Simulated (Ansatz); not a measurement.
**InPt3: pressure against volume, fitted**

```
CELL_PARAMETERS angstrom
3.98800 0.00000 0.00000
0.00000 3.98800 0.00000
0.00000 0.00000 3.98800
ATOMIC_POSITIONS crystal
In 0.00000 0.00000 0.00000
Pt 0.50000 0.50000 0.00000
Pt 0.00000 0.50000 0.50000
Pt 0.50000 0.00000 0.50000
```

Atom numbers follow the list: In1, Pt2, Pt3, Pt4.

Conventional cell: a = 3.988 Å, b = 3.988 Å, c = 3.988 Å, α = 90.00°, β = 90.00°, γ = 90.00°. In (atom 1) has 12 Pt at 2.82 Å as nearest neighbours. Around Pt (atom 2) lie 4 In at 2.82 Å and 8 Pt at 2.82 Å.

The cell is COD entry 9009698, as deposited and not checked against the literature; nothing was relaxed.

Spin polarisation is left out, and whether a magnetic state lies lower isn't shown here.

No spin–orbit coupling, which matters for the heavy atoms here.

The calculation used DFT, PBEsol, all-electron LAPW, scalar-relativistic in Ansatz 0.2.0.

Settings: a Γ-centred 10×10×10 k mesh, Fermi–Dirac smearing of 0.05 eV, basis error target 0.5 meV/atom, no spin polarisation.

The cell is scaled evenly. Fractional coordinates are held (clamped ions).

| V (Å³/atom) | P (GPa) |
| --- | --- |
| 14.905 | 17.80 |
| 15.222 | 11.43 |
| 15.539 | 5.80 |
| 15.698 | 3.25 |
| 15.856 | 0.84 |
| 16.015 | -1.41 |
| 16.174 | -3.53 |
| 16.491 | -7.38 |

**Question.** Fit a third-order Birch–Murnaghan curve to the pressures.

**Answer.** P = (3B0/2)(y^(7/2) − y^(5/2))[1 + (3/4)(B0′ − 4)(y − 1)] with y = (V0/V)^(2/3) fits within 0.01 GPa for V0 = 15.915 Å³/atom, B0 = 228.2 GPa and B0′ = 5.32.

**Question.** Predict the pressure at the withheld volume, 16.808 Å³/atom.

**Answer.** There y = 0.9643, so the fit gives -10.78 GPa; the run gave -10.76 GPa.
